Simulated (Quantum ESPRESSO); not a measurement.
## Si2BPC4 (convergence and cost over cutoff and k mesh)

Computed values, not a measurement. The program is pw.x of Quantum ESPRESSO 7.5 (plane-wave density functional theory). The cell is made up: 8 atoms on a zincblende/diamond lattice, with randomly drawn elements, strain and displacements, not relaxed. PseudoDojo standard norm-conserving files (v0.5 for PBE, v0.4.1 for LDA and PBEsol) set the functional; there is no spin polarisation, spin-orbit coupling or dispersion term, and the masses in the input are unused placeholders.

Input of the run in row 4:

```
&control calculation='scf', pseudo_dir='./dojo.nc.sr.pbe.v0_5.standard.upf', outdir='./o', disk_io='medium', tprnfor=.true., tstress=.true. /
&system ibrav=0, nat=8, ntyp=4, nbnd=22, ecutwfc=82.02448710, nosym=.true., tot_charge=0,
 occupations='smearing', smearing='fd', degauss=0.0018374661
/
&electrons conv_thr=7.350e-09, electron_maxstep=60, /
ATOMIC_SPECIES
B 1.0 B.upf
C 1.0 C.upf
P 1.0 P.upf
Si 1.0 Si.upf
CELL_PARAMETERS angstrom
4.4178 0.0 0.0
0.0 4.4178 0.0
0.0 0.0 4.4178
ATOMIC_POSITIONS angstrom
Si 0.1135 0.0023 -0.0047
B -0.0488 2.159 2.144
P 2.235 -0.0278 2.1958
Si 2.2375 2.1668 -0.1166
C 1.0933 1.146 1.1086
C 1.0974 3.2995 3.2731
C 3.3499 1.0646 3.2965
C 3.2647 3.3399 1.0997
K_POINTS automatic
4 4 4 1 1 1
```

The same cell was run at these settings. Meshes are shifted by half a step, and differences are from the last row, which is itself not exact.

```
cutoff (eV)     k mesh  k points solved  threshold (eV)  free energy less the last row's (eV)  pressure (GPa)  largest stress difference (GPa)  largest force difference (eV/Å)  iterations  wall time (s)  k-point pools              processor
        781  2 x 2 x 2                4           1e-04                                 0.721          -25.73                             2.40                            0.090           8             18              1  AMD EPYC, Zen 5 class
       1116  1 x 1 x 1                1           1e-07                                 9.144          -18.55                             5.16                            0.895          12             18              1  AMD EPYC, Zen 5 class
        615  4 x 4 x 4               32           1e-07                                 1.277          -31.16                             7.81                            0.032          11             51              1  AMD EPYC, Zen 5 class
       1116  4 x 4 x 4               32           1e-07                                 0.006          -23.41                             0.06                            0.002          12            141              1  AMD EPYC, Zen 5 class
       1347  6 x 6 x 6              108           1e-07                                 0.000          -23.35                             0.00                            0.000          12            478              1  AMD EPYC, Zen 5 class
```

Each pool is one process. Wall times include start-up and a band step at six k points, which weighs most on the coarsest meshes. The runs were on shared virtual cores whose load varied, so times are rough.